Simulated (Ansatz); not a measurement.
The start is a relaxed W cell, doubled along one cell vector, shaken by Gaussian noise of σ = 0.08 Å a coordinate. The cell and all atomic positions are relaxed at zero pressure with r2SCAN (plane waves to 500 eV, PAW, scalar-relativistic; Ansatz, an electronic-structure program). First-step values are on the input's coarse k-mesh.

Ansatz input (later rounds restart from its end on a renewed k-mesh):
Ansatz 0.2 input:
```yaml
crystal:
  lattice:
    - [-5.0852460226, 5.0852460226, 2.6819200032]
    - [2.5426230113, -2.5426230113, 1.3409600016]
    - [2.5426230113, 2.5426230113, -1.3409600016]
  atoms:
    - { symbol: W, position: [0.3910358688, 0.2563976948, 0.5150429548] }
    - { symbol: W, position: [0.8492310622, 0.2069268305, 0.4862622292] }
    - { symbol: W, position: [0.020893473, 0.0394429918, -0.0166411971] }
    - { symbol: W, position: [0.4980948606, 0.0330502283, 0.0238883029] }
basis: { ecutwfc: 500, ecutrho_ratio: 4, xc_grid: 4, fft_grid_basis: typed }
kpoints: { mp_grid: { grid: [7, 14, 9] } }
hamiltonian:
  xc: r2scan
  dispersion: none
  pseudopotentials: { azcp: { folder: ./paw }, kind: paw }
scf: { occupations: { method: fermi_dirac, width: 0.05 } }
relax: { f_tol: 0.01, max_steps: 100, cell: { stress_tol: 0.02 } }
output: { forces: true, stress: true }
```

```json
{
 "initial_pressure": "+3.7 GPa (positive: the cell is compressed)",
 "largest_initial_force": "2.37 eV/Å, on W1 (atoms numbered as listed)",
 "volume_change": "-6.3 %, from 17.34 to 16.25 Å³/atom",
 "relative_to_the_parent": "It does not go back: it reaches Fddd (No. 70), AFLOW prototype A_oF8_70_a, 0.90 eV/atom below the parent",
 "Shortest distances (start → end)": "The closest pairs of elements (up to four, under 3.6 Å), start → end: W–W 2.45 → 2.68 Å",
 "band_gap_at_the_end": "no gap (metallic)",
 "optimiser_moves": "20"
}
```

Final values are on a 20×20×20 k-mesh of the relaxed cell. No spin polarisation in the result.

The relaxed structure here is a generated cell of W: the first start was made by placing the elements on the sites of a structure type, and the end was not matched to a known phase here, so it may be hypothetical. Known forms of W include space group No. 229.
